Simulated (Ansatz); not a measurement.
CaSe (rock salt)

```
CaSe
1.0
    0.00000     2.96734     2.96734
    2.96734     0.00000     2.96734
    2.96734     2.96734     0.00000
Ca Se
1 1
Direct
  0.00000   0.00000   0.00000
  0.50000   0.50000   0.50000
```

This relaxed cell (volume V₀) is scaled evenly in all directions, its shape held. Symmetry pins the atoms to their sites.

These are r2SCAN (plane waves to 500 eV, PAW, scalar-relativistic; Ansatz, a quantum-chemistry and plane-wave program) values and carry that method's errors. k mesh 10×10×10 (Γ-centred), Fermi-Dirac smearing 0.05 eV. The energy includes the smearing's −TS. Stress and pressure are positive under compression. CaSe was relaxed with its symmetry unable to fall. ΔE is measured from the relaxed starting cell.

```json
[
 {"V (Å³/atom)": "23.515", "ΔE (meV/atom)": "50.6"},
 {"V (Å³/atom)": "24.038", "ΔE (meV/atom)": "31.2"},
 {"V (Å³/atom)": "24.560", "ΔE (meV/atom)": "16.9"},
 {"V (Å³/atom)": "25.083", "ΔE (meV/atom)": "7.3"},
 {"V (Å³/atom)": "25.605", "ΔE (meV/atom)": "1.7"},
 {"V (Å³/atom)": "26.128", "ΔE (meV/atom)": "0.0"},
 {"V (Å³/atom)": "26.650", "ΔE (meV/atom)": "1.6"},
 {"V (Å³/atom)": "27.173", "ΔE (meV/atom)": "6.4"},
 {"V (Å³/atom)": "27.696", "ΔE (meV/atom)": "13.8"},
 {"V (Å³/atom)": "28.218", "ΔE (meV/atom)": "23.8"},
 {"V (Å³/atom)": "28.741", "ΔE (meV/atom)": "withheld"}
]
```

### Question
Fit a third-order Birch-Murnaghan form (E₀, V₀, B₀, B₀′ free) to the given rows and predict ΔE at V = 28.741.

### Answer
Least squares on the 10 given rows: ΔE = E₀ + (9V₀B₀/16)·y²·[2 + (B₀′ − 4)y], y = (V₀/V)^(2/3) − 1, with V₀ = 26.127 Å³/atom, B₀ = 51.97 GPa (160.2 GPa = 1 eV/Å³; the term in eV is multiplied by 1000), B₀′ = 4.08, E₀ = -0.01 meV/atom; root-mean-square residual 0.03 meV/atom. At 28.741 the fit gives 36.1 meV/atom; the calculation gives 36.0 meV/atom, so the extrapolation is off by 0.1 (+0.3 %). For the pressure the fit gives -4.08 GPa against the computed -4.07 GPa.

(A scan under strain: stresses follow from slopes of the energy per volume, elastic moduli from its curvatures.)
